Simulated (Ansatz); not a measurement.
## BiIr: frozen-core PAW against all-electron methods

```
Ir Bi
1.0
     0.00000    3.06712    3.06712
     3.06712    0.00000    3.06712
     3.06712    3.06712    0.00000
Ir Bi
1 1
Direct
  0.00000 0.00000 0.00000
  0.25000 0.25000 0.25000
```

Atom numbers follow the list: Ir1, Bi2.

The cell was built from the zincblende type and relaxed in the same program, and has space group F-43m; it needn't be a known or the stable phase.

No spin–orbit coupling, which matters for the heavy atoms here.

Levels of theory: DFT, PBE, PAW with Ansatz's default frozen-core files, scalar-relativistic (Ansatz 0.2.0); DFT, PBE, all-electron PAW with datasets made for the crystal, scalar-relativistic (Ansatz 0.2.0); DFT, PBE, all-electron LAPW, scalar-relativistic (Ansatz 0.2.0).

For PAW: a Γ-centred 11×11×11 k mesh, Fermi–Dirac smearing of 0.03 eV, cutoff 420 eV, no spin polarisation. The crystal-made all-electron datasets (AE datasets) take a cutoff of 280 eV at this cell. LAPW targets a basis error of 1 meV/atom. The Ansatz runs share mesh, smearing and spin set-up. Plane-wave (PAW) pressures include the program's estimate of the Pulay term.

Stress and pressure are positive in compression.

Levels count from the Fermi level.

```json
{"quantity": "pressure (GPa)", "PAW": "0.01", "AE datasets": "0.01", "LAPW": "0.02"}
{"quantity": "highest filled level at X (eV)", "PAW": "-1.280", "AE datasets": "-1.279", "LAPW": "-1.279"}
{"quantity": "lowest empty level at X (eV)", "PAW": "0.046", "AE datasets": "0.046", "LAPW": "0.046"}
{"quantity": "highest filled level at U (eV)", "PAW": "-0.250", "AE datasets": "-0.250", "LAPW": "-0.250"}
{"quantity": "lowest empty level at U (eV)", "PAW": "0.900", "AE datasets": "0.900", "LAPW": "0.900"}
```
